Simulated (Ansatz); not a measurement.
InP:
```yaml
crystal:
  lattice:
    - [7.33385, 0.00000, 0.00000]
    - [0.00000, 7.33385, 0.00000]
    - [0.00000, 0.00000, 7.33385]
  atoms:
    - { symbol: In, position: [0.25000, 0.00000, 0.50000] }
    - { symbol: In, position: [0.50000, 0.25000, 0.00000] }
    - { symbol: In, position: [0.50000, 0.75000, 0.00000] }
    - { symbol: In, position: [0.75000, 0.00000, 0.50000] }
    - { symbol: In, position: [0.00000, 0.50000, 0.75000] }
    - { symbol: In, position: [0.00000, 0.50000, 0.25000] }
    - { symbol: P, position: [0.25000, 0.50000, 0.00000] }
    - { symbol: P, position: [0.00000, 0.25000, 0.50000] }
    - { symbol: P, position: [0.00000, 0.75000, 0.50000] }
    - { symbol: P, position: [0.75000, 0.50000, 0.00000] }
    - { symbol: P, position: [0.50000, 0.00000, 0.75000] }
    - { symbol: P, position: [0.50000, 0.00000, 0.25000] }
```

Relaxed with PBE. Special points in fractions of this cell's reciprocal vectors: Γ (0.000, 0.000, 0.000); X (0.000, 0.500, 0.000); M (0.500, 0.500, 0.000); R (0.500, 0.500, 0.500).

Task: List the band energies nearest the valence-band maximum at these points for plane-wave PAW PBE (Ansatz code).

Result: In eV from the valence-band maximum; about four levels below and three above (degenerate sets whole), none deeper than 8.9 eV; points with the same levels are listed once.

| k | below | above |
|---|---|---|
| Γ | -1.34 -1.34 -1.34 0.00 0.00 0.00 | 0.50 1.42 1.42 1.42 |
| X | -0.70 -0.70 -0.26 -0.26 | 1.37 1.37 2.32 2.32 |
| M | -0.91 -0.91 -0.73 -0.30 | 2.03 2.03 2.41 |
| R | -1.25 -1.25 -1.25 -1.25 | 3.12 3.12 3.12 3.12 3.12 3.12 |

Space group Pm-3n. The start of the workflow was typed in or built on a structure type; neither database checked (COD, Materials Project) lists it. It is not the phase usual at ambient conditions (space group No. 216). Symmetry was held in the PBE relaxation; whether a distortion lowers the energy is not shown. The volume moved by 31 % from the start of the relaxation. Scalar-relativistic: spin–orbit coupling is off unless named, which matters more the heavier the elements.

Potentials: the later of the program's two PAW sets.
